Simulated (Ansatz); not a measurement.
# Wurtzite alloy of AlN and SiC (6 of 48 Al sites, 6 of 48 N sites exchanged), 96 atoms

Ansatz, PAW, plane waves. PBEsol relaxation of cell lengths and atoms (angles held) at the single k point (¼, ¼, ¼) without its symmetry partners; single points on the relaxed atoms at the single k point (¼, ¼, ¼) without its symmetry partners, onto which points of the small cell's zone fold. Arrangement: clustered. No spin–orbit coupling unless named.

Relaxed structure:

```xyz
96
Lattice="9.3992 0.0000 0.0000 0.0000 10.8350 0.0000 0.0000 0.0000 9.9281" Properties=species:S:1:pos:R:3 pbc="T T T"
Al    1.5311    0.9326    2.4858
Al    1.5592    0.9054    7.4283
Al    9.3610    3.5520    2.4949
Al    9.3954    3.6221    7.4313
Al    4.7039    0.9365    2.3719
Al    4.6998    0.8909    7.4751
Al    3.1374    3.5606    7.3775
Al    1.5830    6.3207    7.4475
Al    0.0208    9.0391    2.4758
Al    0.0200    9.0401    7.4425
Al    7.8679    0.8769    2.0988
Al    7.8145    0.8997    7.5138
Al    6.2785    3.6115    7.3738
Al    4.6776    6.3111    7.4010
Al    3.1385    9.0954    2.5091
Al    3.1446    9.0413    7.4531
Al    7.8246    6.2977    2.5079
Al    7.8396    6.3813    7.4545
Al    6.2622    9.0373    2.4889
Al    6.2330    9.0397    7.4362
Al    9.3342    1.7511    4.9700
Al    0.0388    1.8340    9.8111
Al    3.1613    1.7185    4.9632
Al    3.1161    1.8071    9.9117
Al    1.5394    4.5093    4.9868
Al    1.5821    4.5510    9.8951
Al    9.3859    7.2580    4.9789
Al    0.0364    7.2183    9.9091
Al    6.3033    1.6559    4.9374
Al    6.2020    1.8408    9.8259
Al    3.1114    7.2656    4.9778
Al    3.1153    7.2128    9.8977
Al    1.5496    9.9528    4.9772
Al    1.5819    9.9535    9.9007
Al    7.8520    4.5202    4.9966
Al    7.8168    4.5231    9.8937
Al    6.3119    7.2509    4.9964
Al    6.2461    7.1832    9.9084
Al    4.7166    9.9383    4.9453
Al    4.7019    9.9146    9.9268
Al    7.8399    9.9792    4.9563
Al    7.8152    9.8520    9.7999
Si    3.1233    3.6233    2.4995
Si    1.5977    6.2919    2.5366
Si    6.2750    3.6086    2.4896
Si    4.6775    6.3094    2.5017
Si    4.7010    4.5229    4.9167
Si    4.6776    4.5222    9.8680
N     0.1185    1.8925    1.8002
N     3.0958    2.0094    1.9393
N     3.1299    1.8119    6.8170
N     1.7005    4.5838    1.9619
N     1.6223    4.5508    6.8493
N     0.1395    7.0666    1.9300
N     0.0483    7.1747    6.8561
N     6.1563    2.0498    1.8681
N     4.6516    4.5537    1.8629
N     4.6615    4.5560    6.6594
N     3.1467    7.0888    1.9662
N     3.1391    7.2046    6.8496
N     1.5928    9.9412    1.8863
N     1.6157    9.9007    6.8667
N     7.7144    4.4741    1.9186
N     7.8206    4.6014    6.8762
N     6.1223    7.0839    1.9264
N     6.2158    7.1617    6.8651
N     4.6989    9.9028    1.9186
N     4.6547    9.8929    6.8248
N     7.8362    9.6937    1.7948
N     1.6080    0.9119    4.3443
N     1.6051    0.9144    9.3537
N     0.0117    3.6912    4.3384
N     0.0241    3.7287    9.3821
N     4.6621    0.8852    4.2665
N     3.2326    3.7011    4.2772
N     3.2135    3.7172    9.3482
N     1.5946    6.3081    4.2895
N     1.5925    6.3148    9.3533
N     0.0507    8.9848    4.3378
N     0.0742    8.9663    9.3659
N     6.1499    3.7916    4.2397
N     6.1420    3.7937    9.3435
N     4.6647    6.2185    4.2822
N     4.6581    6.1989    9.3615
N     3.1286    9.0060    4.3691
N     3.1328    8.9603    9.3719
N     7.8355    6.3250    4.3742
N     7.8387    6.3370    9.4005
N     6.2232    8.9572    4.3425
N     6.1858    8.9065    9.3552
C     0.0168    1.8407    6.8956
C     6.2192    1.8461    6.8362
C     7.8268    9.8626    6.8939
C     4.6329    0.8862    9.4257
C     7.8350    0.8917    4.0753
C     7.8185    0.9131    9.6026
```

Problem. What are the mean bond lengths by pair (pairs within 1.2 times the sum of covalent radii, less contacts 15 % beyond the pair's median; cation–cation pairs of compounds aside; long ionic contacts are cut short by that bound)?

Solution. Al–C 1.917 ± 0.055 Å (standard deviation, 24 bonds); Al–N 1.918 ± 0.062 Å (standard deviation, 143 bonds); N–Si 1.791 ± 0.068 Å (standard deviation, 24 bonds).

Problem. What gap lies between the top filled and the lowest empty level in the single points?

Solution. HSE06 3.23 eV (37 s on NVIDIA H100). Away from Γ this isn't the crystal's band gap.
